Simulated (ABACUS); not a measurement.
Set-up for a self-consistent single point of Ag (P6_3/mmc, 2 atoms in the cell; from Materials Project mp-10597, changed as shown).

```xyz
2
Lattice="2.9608 0.0000 0.0000 -1.4804 2.5641 0.0000 0.0000 0.0000 4.7635" Properties=species:S:1:pos:R:3 pbc="T T T"
Ag     0.0000     1.7094     1.1909
Ag     1.4804     0.8547     3.5726
```

All values come from this method and carry its errors: PBEsol, numerical atomic orbitals TZDP (confined pseudo-atomic orbitals with Gaussian additions; energy shift 0.003 Ry), PseudoDojo 0.4 standard norm-conserving PBEsol (tails mended) pseudopotentials (ABACUS 3.10.1).

ABACUS settings:

basis: TZDP numerical atomic orbitals, energy shift 0.003 Ry
KPT: MP 7 7 3 0 0 0
basis_type: lcao
dft_functional: PBESOL
ecutwfc: 100 Ry
smearing_method: fd
smearing_sigma: 0.00734986 Ry
potentials: PseudoDojo 0.4 standard norm-conserving PBEsol (tails mended)
symmetry: 1
symmetry_prec: 1e-05
ks_solver: genelpa
scf_nmax: 100
scf_thr: 1.0e-06
mixing_type: broyden

Results:

```
Property                                                  Value
------------------------------------------------  -------------
Number of valence electrons                                  38
Number of bands                                              29
Number of k-points after the program's reduction             16
Size of the basis                                            78
Number of SCF iterations                                      7
Free energy E − TS                                -8429.9043 eV
Fermi level (on the code's own zero)                   15.72 eV
Pressure                                              -7.65 GPa
```

Stress (GPa, positive for compression):
```
-8.82   0.00   0.00
 0.00  -8.82   0.00
 0.00   0.00  -5.33
```

For comparison: a first run was changed to give this one (volume scaled by 1.04), and from it to this one the free energy rises by 26.6 meV/atom and the pressure goes from -4.44 to -7.65 GPa.

The atom-centred basis is finite, which shifts total energies and pressures against plane waves. The structure comes from a collection of computed structures, made at another level of theory; the collection holds predicted forms beside known ones. No clean gap shows at this smearing width and mesh (spacing up to 0.44 Å⁻¹); the mesh is coarse for partly filled bands, so the values carry mesh errors.

Cost on one core: about 70 core-seconds (a rough figure).

The atomic orbitals were generated for these runs; they are not ABACUS's published sets and were checked against plane waves on a few crystals only.

“Tails mended”: in these copies of the files the far tail of each local potential was reset to the Coulomb form.
